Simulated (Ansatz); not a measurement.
A Ti7O16 cell: a crystal with Ti atoms taken out, relaxed.

```
CELL_PARAMETERS angstrom
4.69750 -4.68056 0.00049
-4.68261 -4.66568 0.00018
-0.00764 4.67356 -6.07288
ATOMIC_POSITIONS crystal
Ti 0.50600 0.50471 0.01057
Ti 0.25033 0.24893 0.49944
Ti 0.99481 0.99344 0.98829
Ti 0.63430 0.13321 0.26746
Ti 0.37514 0.87358 0.74844
Ti 0.12607 0.62433 0.25030
Ti 0.86634 0.36498 0.73130
O 0.75062 0.43617 0.49948
O 0.49997 0.19727 0.99819
O 0.25009 0.94350 0.49942
O 0.00124 0.69862 0.00077
O 0.32585 0.12744 0.25723
O 0.11286 0.89706 0.79361
O 0.81876 0.60274 0.20516
O 0.56804 0.36955 0.74154
O 0.75044 0.06197 0.49931
O 0.49978 0.79957 0.99816
O 0.25075 0.55463 0.49943
O 0.00102 0.30085 0.00067
O 0.93279 0.12854 0.25713
O 0.68220 0.89507 0.79322
O 0.38849 0.60123 0.20560
O 0.17518 0.37076 0.74178
```

The calculation used DFT PBE+U, scalar-relativistic, plane waves, PAW (Ansatz).

Settings: cutoff 420 eV, Γ-centred mesh 6×6×6 on the computed 23-atom cell, Gaussian smearing of 0.10 eV; U_eff Ti 4.00 eV on the d shells (Löwdin-orthogonalised atomic orbitals); no spin polarisation.

**Question.** Describe its local order.

**Answer.** Counting as bonded all pairs within 1.2 times the summed covalent radii, but none from a metal cation to another cation:

| atom → neighbour | mean count | mean length (Å) | spread (Å) |
| --- | --- | --- | --- |
| O → Ti | 2.62 | 1.98 | 0.08 |
| Ti → O | 6.00 | 1.98 | 0.08 |

Angles between all pairs of such bonds at an atom (mean ± spread): 122 ± 17° at O, 107 ± 34° at Ti.

**Question.** Does it have a gap?

**Answer.** It has no gap on the mesh. Levels at Γ next to the Fermi level (eV from it): -0.82, -0.39, -0.37, -0.30, -0.22, -0.12, 0.09, 0.22, 0.54, 3.31, 3.52, 3.58.

The final mesh leaves forces up to 0.08 eV/Å and stresses up to 0.4 GPa: the relaxation ran on a coarser mesh, so the cell's shape, its bonds and its energy belong partly to that mesh.

Spin polarisation was left out, and a magnetic state may lie lower.

Cost: 2 runs of about 26 core-minutes in all (earlier runs that led there not counted), on Intel Xeon Platinum 8259CL (Skylake/Cascade Lake) (shared hosts).